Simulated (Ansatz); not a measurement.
The elements of this relaxed trial crystal are hidden behind letters.

```
lattice vectors (Å)
  -3.1329    3.1329    3.1329
   3.1329   -3.1329    3.1329
   3.1329    3.1329   -3.1329
fractional positions
X 0.5000 0.5000 0.5000
X 0.0000 0.0000 0.5000
X 0.0000 0.5000 0.0000
X 0.5000 0.0000 0.0000
X 0.0000 0.0000 0.0000
Z 0.0000 0.5000 0.5000
Z 0.5000 0.0000 0.5000
Z 0.5000 0.5000 0.0000
```

All numbers below come from Ansatz, DFT PBE, scalar-relativistic, plane waves, PAW. Cutoff 420 eV, Γ-centred 8×8×8 mesh (8-atom cell), Gaussian smearing of 0.10 eV, no spin polarisation.

- Space group: Im-3m (No. 229)
- Conventional cell: a = 6.266 Å
- Volume per atom: 15.37 Å³
- Density: 8.45 g/cm³
- Formation energy: −0.46 eV/atom
- Gap on the 8×8×8 mesh of the 8-atom cell: 0 eV (a metal)

Energies are uncorrected and count from the elements' standard states at the same level.

Question: X is an s-block element of period 2 and Z is a d-block element of period 6. Which elements are they?

Answer: X = Li, Z = Au, so the formula is Li5Au3. Density times volume gives a mean mass of 8.45 × 15.37/1.6605 = 78.2 u per atom, and this set has 78.2 u. Among the elements that the hints allow, only these give it. Li on a site of symmetry -3m is surrounded by 2 Li at 2.71 Å, 6 Au at 2.71 Å and 6 Li at 3.13 Å; around Li on a site of symmetry m-3m lie 8 Li at 2.71 Å and 6 Au at 3.13 Å; Au has 8 Li at 2.71 Å, 2 Li at 3.13 Å and 4 Au at 3.13 Å.

Spin–orbit coupling, which can matter for Au, is left out. Symmetry constrained the relaxation, so the result can be a saddle point.
